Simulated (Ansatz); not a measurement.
Zr3ZnN:
```xyz
10
Lattice="1.6768 -5.7363 0.0000 1.6768 5.7363 0.0000 0.0000 0.0000 8.8901" Properties=species:S:1:pos:R:3 pbc="T T T"
Zr     1.6768    -1.4488     0.4326
Zr     1.6768     1.4488     8.4575
Zr     1.6768     1.4488     4.8777
Zr     1.6768    -1.4488     4.0125
Zr     1.6768    -5.1628     2.2225
Zr     1.6768     5.1628     6.6676
Zn     1.6768     2.8081     2.2225
Zn     1.6768    -2.8081     6.6676
N      0.0000     0.0000     0.0000
N      0.0000     0.0000     4.4451
```

Relaxed with r²SCAN. Special points in fractions of this cell's reciprocal vectors: Γ (0.000, 0.000, 0.000); Y (-0.500, 0.500, 0.000); C0 (-0.271, 0.729, 0.000); Σ0 (0.271, 0.271, 0.000); Z (0.000, 0.000, 0.500); A0 (0.271, 0.271, 0.500); E0 (-0.271, 0.729, 0.500); T (-0.500, 0.500, 0.500); S (0.000, 0.500, 0.000); R (0.000, 0.500, 0.500).

Question: List the band energies nearest the Fermi level at these points for r²SCAN in the plane-wave PAW code Ansatz.

Answer: In eV from the Fermi level; about four levels below and three above (degenerate sets whole), none deeper than 8.9 eV; points with the same levels are listed once.

```tsv
k	below	above
Γ	-1.49 -1.13 -0.55 -0.20	0.37 0.80 0.80
Y	-1.59 -1.29 -0.92 -0.90	1.14 1.15 1.17
C0	-1.11 -1.06 -0.82 -0.67	0.00 0.51 0.82
Z	-0.89 -0.89 -0.06 -0.06	1.01 1.01 1.07 1.07
A0	-1.19 -1.19 -0.49 -0.49	0.08 0.08 1.88 1.88
T	-1.31 -1.31 -0.03 -0.03	1.11 1.11 1.28 1.28
S	-0.74 -0.64 -0.42 -0.17	0.18 0.76 1.81
R	-1.11 -1.11 -0.32 -0.32	0.10 0.10 1.72 1.72
```

Space group Cmcm. The workflow started from a Materials Project entry (that database holds measured and hypothetical structures alike); the Crystallography Open Database copy checked does not list it. Its standing as an ambient phase is unchecked. Symmetry was held in the r²SCAN relaxation; its stability against distortions is not shown here. No spin polarisation was allowed. Spin–orbit coupling is left out wherever it is not named.

Potentials: the later of the program's two PAW sets.
